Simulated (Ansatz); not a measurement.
A geometry of W away from equilibrium: step 2 of the relaxation of a relaxed W cell shaken by Gaussian noise of σ = 0.08 Å a coordinate. Level of theory: r2SCAN (plane waves to 500 eV, PAW, scalar-relativistic; Ansatz, a program for electronic structure). Γ-centred k-mesh 7×7×7 on the run's cell (coarser than for final values), Fermi–Dirac smearing 0.05 eV.

```xyz
8
Lattice="5.0615 -0.0103 0.0063 -0.0103 5.0638 0.0143 0.0063 0.0143 5.0664" Properties=species:S:1:pos:R:3:forces:R:3 pbc="T T T" free_energy=-83185.068 pressure_GPa=-1.4
W      1.2669     0.0449     2.5671   -0.5380   -0.2643   -0.0254
W      3.7751    -0.0158     2.5841    0.3598    0.4047   -0.2295
W     -0.0005     2.5400     1.3050   -0.6797   -0.1236   -0.0424
W     -0.0158     2.5197     3.8360   -0.4362    0.2297    0.0915
W      2.5026     1.2875     0.0129    0.2107   -0.0633    0.4079
W      2.4806     3.8222     0.0473    0.4029   -0.1787    0.0647
W     -0.0056    -0.0359     0.0376   -0.4593    0.7405   -0.0373
W      2.4572     2.5843     2.5812    1.1397   -0.7450   -0.2294
```

Positions in Å, forces in eV/Å, free energy of the cell in eV (comparable only within this code, potentials and settings). Largest force: 1.38 eV/Å, on W8 (atoms numbered as listed); the geometry lies 0.01 eV/atom above the end of its relaxation.

No spin polarisation in the result.

The end of the path is a generated cell of W: the first start was made by placing the elements on the sites of a structure type, and the end was not matched to a known phase here, so it may be hypothetical. Known forms of W include space group No. 229.
